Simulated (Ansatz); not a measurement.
Geometry optimisation in Ansatz: input, command and trajectory.

```yaml
crystal:
  lattice:
    - [4.8184438814, 0.0, 0.0]
    - [0.0, 4.8184438814, 0.0]
    - [0.0, 0.0, 9.6368877628]
  atoms:
    - { symbol: Ba, position: [0.0, 0.0, 0.0] }
    - { symbol: Ba, position: [0.5, 0.5, 0.25] }
    - { symbol: Ba, position: [0.0, 0.0, 0.5] }
    - { symbol: Sr, position: [0.5, 0.5, 0.75] }
basis:
  ecutwfc: 420
kpoints:
  mp_grid: { grid: [8, 8, 4] }
hamiltonian:
  xc: pbesol
scf:
  occupations: { method: gaussian, width: 0.1 }
output:
  forces: true
  stress: true
  eigenvalues: true
  populations: true
relax:
  adjacent_minimum: "off"
  f_tol: 0.01
  max_steps: 45
  cell: { stress_tol: 0.05 }
```

```bash
ansatz run input.yaml --threads 2 --pin off --max-ram 5120MiB --backend cpu --events-out ev --progress --plain --runs-dir out
```

Computed with DFT PBEsol, scalar-relativistic, plane waves, PAW (Ansatz).

Of 4 frames 4 are shown, positions in Å and forces in eV/Å; the SCF threshold varies from step to step. Steps run on the plane waves of an earlier cell, with a Pulay correction in the pressure. The basis is chosen afresh for the last frame, the zero of the energies, and can be on the way; energy and pressure step there, also at an unchanged geometry.

```xyz
4
Lattice="4.8184 0.0000 0.0000 0.0000 4.8184 0.0000 0.0000 0.0000 9.6369" Properties=species:S:1:pos:R:3:forces:R:3 pbc="T T T" step=1 free_energy_over_end_meV_per_atom=0.76 pressure_GPa=0.09
Ba    0.0000    0.0000    0.0000    0.0000    0.0000   -0.0570
Ba    2.4092    2.4092    2.4092    0.0000    0.0000    0.0000
Ba    0.0000    0.0000    4.8184    0.0000    0.0000    0.0570
Sr    2.4092    2.4092    7.2277    0.0000    0.0000    0.0000
4
Lattice="4.8248 0.0000 0.0000 0.0000 4.8248 0.0000 0.0000 0.0000 9.6397" Properties=species:S:1:pos:R:3:forces:R:3 pbc="T T T" step=2 free_energy_over_end_meV_per_atom=0.32 pressure_GPa=0.06
Ba    0.0000    0.0000   -0.0157    0.0000    0.0000   -0.0350
Ba    2.4124    2.4124    2.4099    0.0000    0.0000    0.0000
Ba    0.0000    0.0000    4.8355    0.0000    0.0000    0.0350
Sr    2.4124    2.4124    7.2298    0.0000    0.0000    0.0000
4
Lattice="4.8387 0.0000 0.0000 0.0000 4.8387 0.0000 0.0000 0.0000 9.6389" Properties=species:S:1:pos:R:3:forces:R:3 pbc="T T T" step=3 free_energy_over_end_meV_per_atom=0.00 pressure_GPa=0.01
Ba    0.0000    0.0000   -0.0423    0.0000    0.0000    0.0020
Ba    2.4194    2.4194    2.4097    0.0000    0.0000    0.0000
Ba    0.0000    0.0000    4.8617    0.0000    0.0000   -0.0020
Sr    2.4194    2.4194    7.2291    0.0000    0.0000    0.0000
4
Lattice="4.8387 0.0000 0.0000 0.0000 4.8387 0.0000 0.0000 0.0000 9.6389" Properties=species:S:1:pos:R:3:forces:R:3 pbc="T T T" step=4 free_energy_over_end_meV_per_atom=0.00 pressure_GPa=0.01
Ba    0.0000    0.0000   -0.0423    0.0000    0.0000    0.0020
Ba    2.4194    2.4194    2.4097    0.0000    0.0000    0.0000
Ba    0.0000    0.0000    4.8617    0.0000    0.0000   -0.0020
Sr    2.4194    2.4194    7.2291    0.0000    0.0000    0.0000
```

Time: 30 s on 2 threads of Intel(R) Xeon(R) Platinum 8488C (Sapphire Rapids), with other jobs on the host, peak memory 0.67 GiB.